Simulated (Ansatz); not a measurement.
Ni (fcc, Cu type): energy against volume

Ni (fcc, Cu type)

```xyz
1
Lattice="0.0000 1.7391 1.7391 1.7391 0.0000 1.7391 1.7391 1.7391 0.0000" Properties=species:S:1:pos:R:3 pbc="T T T"
Ni     0.0000     0.0000     0.0000
```

The volume is varied about the relaxed value V₀ at fixed cell shape. Symmetry pins the atoms to their sites.

Computed with r2SCAN (plane waves to 500 eV, PAW, scalar-relativistic; Ansatz, a program for electronic structure). k mesh 23×23×23 (Γ-centred), Fermi-Dirac smearing 0.05 eV. E stands for the smeared free energy. Compression counts positive. Ni was relaxed with its symmetry unable to fall. Relaxed Ni ends ferromagnetic. The magnetic order is the one the run started from; other orders were not tried. The zero of ΔE is the relaxed starting cell.

```tsv
V (Å³/atom)	ΔE (meV/atom)	moment (μB/cell)	P (GPa)
9.467	89	0.70	29.9
9.678	54	0.71	22.5
9.888	29	0.72	15.9
10.099	13	0.73	9.9
10.309	3	0.73	4.7
10.519	0	0.74	0.0
10.730	3	0.74	-4.2
10.940	11	0.75	-7.9
11.150	23	0.76	-11.1
11.361	40	0.76	-14.0
11.571	60	0.77	-16.6
```

Summary:

The pressure at the smallest volume is 29.9 GPa and the energy cost of the largest compression is 89 meV/atom. The energy cost of the largest expansion comes out as 60 meV/atom and the bulk modulus B₀ (third-order Birch-Murnaghan fit) comes out as 220 GPa. The pressure derivative B₀′ (fit) is 4.9. The equilibrium volume of the fit is 10.52 Å³/atom and the pressure for 5 % compression (fit) is 12.8 GPa.

(A scan under strain: stresses follow from slopes of the energy per volume, elastic moduli from its curvatures.)
